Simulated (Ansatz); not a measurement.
# PtP in the wurtzite structure

Level of theory: DFT, PBEsol, scalar-relativistic, no spin polarisation; plane waves to 420 eV with PAW datasets (Ansatz 0.2.0), 10×10×6 k-mesh, Gaussian smearing of 0.05 eV. The datasets are Ansatz's generated set soft_2.

```
Pt P
1.0
     3.58556    0.00000    0.00000
    -1.79278    3.10519    0.00000
     0.00000    0.00000    6.61722
Pt P
2 2
Direct
  0.66667 0.33333 0.98950
  0.33333 0.66667 0.48950
  0.66667 0.33333 0.63570
  0.33333 0.66667 0.13570
```

The start was a prototype's sites filled with these elements, not a measured cell.

The run above is the reference. The same cell was run again with other input settings; several of them aren't fit for production, so the rows show the settings' effect and aren't properties of the material.

```tsv
keys changed	outcome	ΔE (meV/atom)	P (GPa)	gap on the mesh (eV)	cell moment (μB)	largest force component (eV/Å)	SCF iterations	rough core-seconds	new warnings
none (reference)	converged	0.0	0.0	metal	–	0.000	–	–	–
scf.occupations.method: "gaussian" → "tetrahedron_uncorrected"; scf.occupations.width: 0.05 → null; scf.eigensolver.kind: "davidson"; basis.precision: "f64"	converged	30.1	0.4	metal	–	0.089	7	29	band table not solved further
kpoints.mp_grid.grid: [10, 10, 6] → [5, 5, 3]	converged	8.5	-0.2	metal	–	0.184	6	3	–
scf.eigensolver.kind: "davidson"	converged	0.0	0.0	metal	–	0.000	6	28	–
scf.mixing.preconditioner: "kerker"; scf.algorithm: "density_mixing"	converged	0.0	0.0	metal	–	0.000	7	15	–
```

These changes also left energy (to 0.1 meV/atom), pressure, gap, moment and forces as in the reference: scf.n_extra_bands: 32 | scf.algorithm: "density_mixing"; basis.ecutrho_ratio: 4 → 6.

ΔE is the energy with the smearing extrapolated to zero. It is left out where the change alters the Hamiltonian or the spin treatment. The varied runs start from atomic densities (corrected by the program's trained start where that serves), with the default search for lower states unless a row changes it.

Question: What happens with these changes: scf.occupations.width: 0.05 → null; scf.occupations.method: "gaussian" → "tetrahedron"; basis.ecutrho_ratio: 4 → 8?

Answer: outcome converged, ΔE (meV/atom) 2.7, P (GPa) 0.2, gap on the mesh (eV) metal, largest force component (eV/Å) 0.052, SCF iterations 7, rough core-seconds 20, new warnings band table not solved further; tetrahedron derivatives may miss energy slope.

Question: What happens with these changes: accuracy: "low"; kpoints.mp_grid.grid: [10, 10, 6] → [3, 3, 2]?

Answer: outcome converged, ΔE (meV/atom) 132.3, P (GPa) 2.1, gap on the mesh (eV) metal, largest force component (eV/Å) 0.563, SCF iterations 7, rough core-seconds 2.4.

Changing scf.eigensolver.kind only steers the path to self-consistency, so the energy stays within 0.5 meV/atom.

At this volume the pressure is 0.00 GPa.

Of the reference: No spin–orbit coupling, a notable omission for heavy elements.
